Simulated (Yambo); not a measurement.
Quantum ESPRESSO input (LDA, PseudoDojo standard norm-conserving files, scalar-relativistic) whose wavefunctions are converted with p2y:

```
&CONTROL
  calculation = 'nscf'
  pseudo_dir = './pseudo'
  outdir = './out'
/
&SYSTEM
  ibrav = 0
  nat = 8
  ntyp = 3
  ecutwfc = 84.0
  ecutrho = 336.0
  occupations = 'fixed'
  force_symmorphic = .true.
  nbnd = 173
/
&ELECTRONS
  conv_thr = 8e-09
  diago_full_acc = .true.
  diago_thr_init = 1e-08
/
ATOMIC_SPECIES
F 18.9984 F.upf
K 39.0983 K.upf
As 74.9216 As.upf
CELL_PARAMETERS angstrom
  3.655684966000   2.110610699000   2.376523000000
 -3.655684966000   2.110610699000   2.376523000000
  0.000000000000  -4.221221399000   2.376523000000
ATOMIC_POSITIONS crystal
F   0.276900000000   0.921780000000   0.231900000000
F   0.723100000000   0.078220000000   0.768100000000
F   0.231900000000   0.276900000000   0.921780000000
F   0.768100000000   0.723100000000   0.078220000000
F   0.921780000000   0.231900000000   0.276900000000
F   0.078220000000   0.768100000000   0.723100000000
K   0.500000000000   0.500000000000   0.500000000000
As   0.000000000000   0.000000000000   0.000000000000
K_POINTS automatic
1 1 1 0 0 0
```

Yambo's initialisation report on symmetry, reciprocal space, the k grid and the gaps on this mesh:

```
  [02.02] Symmetries
  ==================

  Inversion symmetry    : yes
  Spatial inversion     : yes
  Inversion index       :   4
  K-space Time-reversal : no
  Magnetic symmetries   : no
  Group table correct   : yes
  Symmetries units      :  [cc]

  [02.03] Reciprocal space
  ========================

  nG shells         :   4875
  nG charge         :   77193
  nG WFs            :   9685
  nC WFs            :   9685
  G-vecs. in first 80 shells:  [ Number ]
     1    7   13   19   25   27   33   45   51
    63   75   81   87   99  111  123  129  135
   147  153  165  177  183  195  207  213  225
   231  243  249  273  279  281  287  299  311
    323   335   347   359   371   383   389   395   407
    413   425   437   449   455   467   479   491   497
    509   521   533   539   551   575   587   599   605
    629   641   659   671   677   689   707   719   725
    731   743   755   767   779   791   803   815
  ...
  Shell energy in first 80 shells:  [ mHa ]
    0.00000      246.615      413.613      572.847      660.228      978.696      986.461      1073.84      1240.84
    1392.31      1400.07      1654.45      1877.78      1901.07      2219.54      2227.30      2291.39      2314.68
    2633.15      2640.91      2705.00      2728.29      2856.47      2895.29      3054.53      3270.09      3532.23
    3555.52      3683.70      3722.52      3873.99      3881.75      3914.79      3945.84      3969.13      4295.37
    4328.40      4359.46      4382.75      4510.93      4701.22      4708.98      4924.54      4963.36      5155.63
    5186.68      5209.97      5338.15      5376.97      5466.33      5536.21      5569.24      5600.30      5879.94
    5942.06      6013.91      6037.20      6165.38      6293.56      6355.67      6363.43      6578.99      6617.81
    6810.08      6841.14      6864.43      6992.60      7097.49      7120.78      7190.66      7278.04      7511.10
    7534.40      7596.51      7604.27      7637.30      7668.36      7819.83      7858.65      7924.72
  ...

  [02.04] K-grid lattice
  ======================

  Compatible Grid is   : 0D
  K lattice UC volume  :  0.334097 [a.u.]

  IBZ K-points                                      :  1
  BZ  K-points                                      :  1

  K/Q-points units:
  rlu = crystal or reduced units; cc = cartesian coordinates; iku = interal k-units

  K [1]          [rlu]:  0.000000  0.000000  0.000000
         WF components:   9685

  [02.05] Energies & Occupations
  ==============================

  [X] === General ===
  [X] Electronic Temperature                        :  0.000000  0.000000 [eV K]
  [X] Bosonic    Temperature                        :  0.000000  0.000000 [eV K]
  [X] Finite Temperature mode                       : no
  [X] El. density                                   :  0.59989E+24 [cm-3]
  [X] Fermi Level                                   :  0.853525 [eV]

  [X] === Gaps and Widths ===
  [X] Conduction Band Min                           :  5.140611 [eV]
  [X] Valence Band Max                              :  0.000000 [eV]
  [X] Filled Bands                                  :   33
  [X] Empty Bands                                   :   34  173
  [X] Direct Gap                                    :  5.140611 [eV]
  [X] Direct Gap localized at k                     :  1
```
The gaps are LDA values on this mesh alone; only operations without fractional translations are kept.

Spin-orbit coupling is not included.

Geometry of the Materials Project entry, not relaxed at this level.
